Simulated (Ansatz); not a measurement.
**ScAl from its elements: all-electron against pseudopotential results**

```xyz
2
Lattice="3.3446 0.0000 0.0000 0.0000 3.3446 0.0000 0.0000 0.0000 3.3446" Properties=species:S:1:pos:R:3 pbc="T T T"
Sc    1.6723    1.6723    1.6723
Al    0.0000    0.0000    0.0000
```

The cell comes from a relaxation on PAW files under the same functional, begun from a database entry that needn't be the ground state.

Level of theory: DFT with PBEsol, scalar-relativistic, in Ansatz 0.2.0; a Γ-centred 12×12×12 k mesh, Fermi–Dirac smearing of 0.05 eV, no spin polarisation. LAPW: all electrons, basis error target 0.5 meV/atom; PAW: frozen-core files, cutoff 420 eV.

The elements are taken as Al fcc, Sc hcp, each relaxed on PAW files under the same functional and computed by the same method as the compound; zero-point and thermal terms are left out.

The PAW files were made under PBE.

Problem. What is the formation energy by LAPW, and how far do the other methods lie from it?

Solution. -0.466 eV/atom; PAW +0.5 meV/atom. The compound is bound against these elements; other compounds of the system weren't compared.

Problem. Give the LAPW value for one formula unit in kJ/mol.

Solution. -0.466 eV/atom × 2 atoms × 96.485 kJ/(mol·eV) = -89.9 kJ/mol, at zero temperature and without zero-point motion.
